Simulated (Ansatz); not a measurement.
# WS2 with a W vacancy: which input changes reach the field gradients?

Cell: a supercell of WS2 (space group P6_3/mmc) built from a structure deposited in the COD (the entry's cell lengths or inner coordinates differ somewhat from later room-temperature determinations), with all atoms left at the host's positions.

```yaml
crystal:
  lattice:
    - [9.54000, 0.00000, 0.00000]
    - [-4.77000, 8.26188, 0.00000]
    - [0.00000, 0.00000, 12.50000]
  atoms:
    - { symbol: W, position: [0.11111, 0.55556, 0.25000] }
    - { symbol: W, position: [0.11111, 0.88889, 0.25000] }
    - { symbol: W, position: [0.44444, 0.22222, 0.25000] }
    - { symbol: W, position: [0.44444, 0.55556, 0.25000] }
    - { symbol: W, position: [0.44444, 0.88889, 0.25000] }
    - { symbol: W, position: [0.77778, 0.22222, 0.25000] }
    - { symbol: W, position: [0.77778, 0.55556, 0.25000] }
    - { symbol: W, position: [0.77778, 0.88889, 0.25000] }
    - { symbol: W, position: [0.22222, 0.11111, 0.75000] }
    - { symbol: W, position: [0.22222, 0.44444, 0.75000] }
    - { symbol: W, position: [0.22222, 0.77778, 0.75000] }
    - { symbol: W, position: [0.55556, 0.11111, 0.75000] }
    - { symbol: W, position: [0.55556, 0.44444, 0.75000] }
    - { symbol: W, position: [0.55556, 0.77778, 0.75000] }
    - { symbol: W, position: [0.88889, 0.11111, 0.75000] }
    - { symbol: W, position: [0.88889, 0.44444, 0.75000] }
    - { symbol: W, position: [0.88889, 0.77778, 0.75000] }
    - { symbol: S, position: [0.11111, 0.22222, 0.62500] }
    - { symbol: S, position: [0.11111, 0.55556, 0.62500] }
    - { symbol: S, position: [0.11111, 0.88889, 0.62500] }
    - { symbol: S, position: [0.44444, 0.22222, 0.62500] }
    - { symbol: S, position: [0.44444, 0.55556, 0.62500] }
    - { symbol: S, position: [0.44444, 0.88889, 0.62500] }
    - { symbol: S, position: [0.77778, 0.22222, 0.62500] }
    - { symbol: S, position: [0.77778, 0.55556, 0.62500] }
    - { symbol: S, position: [0.77778, 0.88889, 0.62500] }
    - { symbol: S, position: [0.22222, 0.11111, 0.12500] }
    - { symbol: S, position: [0.22222, 0.44444, 0.12500] }
    - { symbol: S, position: [0.22222, 0.77778, 0.12500] }
    - { symbol: S, position: [0.55556, 0.11111, 0.12500] }
    - { symbol: S, position: [0.55556, 0.44444, 0.12500] }
    - { symbol: S, position: [0.55556, 0.77778, 0.12500] }
    - { symbol: S, position: [0.88889, 0.11111, 0.12500] }
    - { symbol: S, position: [0.88889, 0.44444, 0.12500] }
    - { symbol: S, position: [0.88889, 0.77778, 0.12500] }
    - { symbol: S, position: [0.11111, 0.22222, 0.87500] }
    - { symbol: S, position: [0.11111, 0.55556, 0.87500] }
    - { symbol: S, position: [0.11111, 0.88889, 0.87500] }
    - { symbol: S, position: [0.44444, 0.22222, 0.87500] }
    - { symbol: S, position: [0.44444, 0.55556, 0.87500] }
    - { symbol: S, position: [0.44444, 0.88889, 0.87500] }
    - { symbol: S, position: [0.77778, 0.22222, 0.87500] }
    - { symbol: S, position: [0.77778, 0.55556, 0.87500] }
    - { symbol: S, position: [0.77778, 0.88889, 0.87500] }
    - { symbol: S, position: [0.22222, 0.11111, 0.37500] }
    - { symbol: S, position: [0.22222, 0.44444, 0.37500] }
    - { symbol: S, position: [0.22222, 0.77778, 0.37500] }
    - { symbol: S, position: [0.55556, 0.11111, 0.37500] }
    - { symbol: S, position: [0.55556, 0.44444, 0.37500] }
    - { symbol: S, position: [0.55556, 0.77778, 0.37500] }
    - { symbol: S, position: [0.88889, 0.11111, 0.37500] }
    - { symbol: S, position: [0.88889, 0.44444, 0.37500] }
    - { symbol: S, position: [0.88889, 0.77778, 0.37500] }
```

Sites (sets of like atoms) are named by element and the number of their first atom in this list.

Reference run. The numbers come from a DFT calculation in Ansatz (PBE, plane waves and PAW, scalar-relativistic, collinear spin, 420 eV cutoff, Γ-centred 3×3×2 k-points, Fermi–Dirac smearing 0.01 eV, cell charge -2). Start moments as typed (μB): 0 0 0 0 0 0 0 0 0 0 0 0 0 0 0 0 0 0 0 0 0 0 0 0 0 0 0.5 0.5 0 0 0 0 0.5 0 0 0 0 0 0 0 0 0 0 0 0.5 0.5 0 0 0 0 0.5 0 0 by atom.

It gives V_zz (10²¹ V/m²) W1 -21.1 (η 0.50), S27 -8.75 (η 0.19), among others. Each of these runs changes the input as listed (caps on SCF iterations aside):

A. basis.xc_grid: not typed → 2; scf.eigensolver.kind: not typed → davidson; basis.precision: not typed → f64; kpoints.mp_grid.shift: not typed → [0.5, 0.5, 0.5]
B. kpoints.mp_grid.grid: [3, 3, 2] → [2, 2, 2]; basis.xc_grid: not typed → 4

(1) How does each run end, and how far do the gradients move?

## Answers

(1) 

```json
{"run": "A", "W1 V_zz (η)": "-20.8 (0.50)", "S27 V_zz (η)": "-8.46 (0.20)", "largest change of a gradient tensor, all atoms": "0.30", "note": "converged; the mesh lowers the symmetry; absolute moment 1.6 → 1.0 μB"}
{"run": "B", "W1 V_zz (η)": "-21.0 (0.50)", "S27 V_zz (η)": "-8.34 (0.21)", "largest change of a gradient tensor, all atoms": "0.45", "note": "converged; mesh coarser than the reference's; absolute moment 1.6 → 0.5 μB"}
```

Run B moves them most, on W5 (V_zz from -18.04 to -17.59); against its own size the tensor moves most on S29 among sites above 0.3 (by 0.21, V_zz from -3.53 to -3.33).

Run A changes basis.xc_grid, basis.precision, kpoints.mp_grid.shift together, so the table can't tell their shares apart.

Run B changes kpoints.mp_grid.grid, basis.xc_grid together, so the table can't tell their shares apart.

On the reference run: The defect repeats with the cell of 53 atoms, so it feels its images: sites between two images don't show the values beside a lone defect, and zeros or small values of η there can come from the images' arrangement. S and W carry a gradient in the pure host already, so the values there aren't the defect's effect alone. A uniform background compensates the cell's charge. The defect cell has no gap above 0.1 eV on its mesh, so the values can hang on the smearing and the k-mesh. Without spin–orbit coupling the gradients at and beside W can be off by some per cent, at some sites by more. The neighbours have not yet relaxed around the defect (largest force 0.94 eV/Å), so a real crystal will differ.
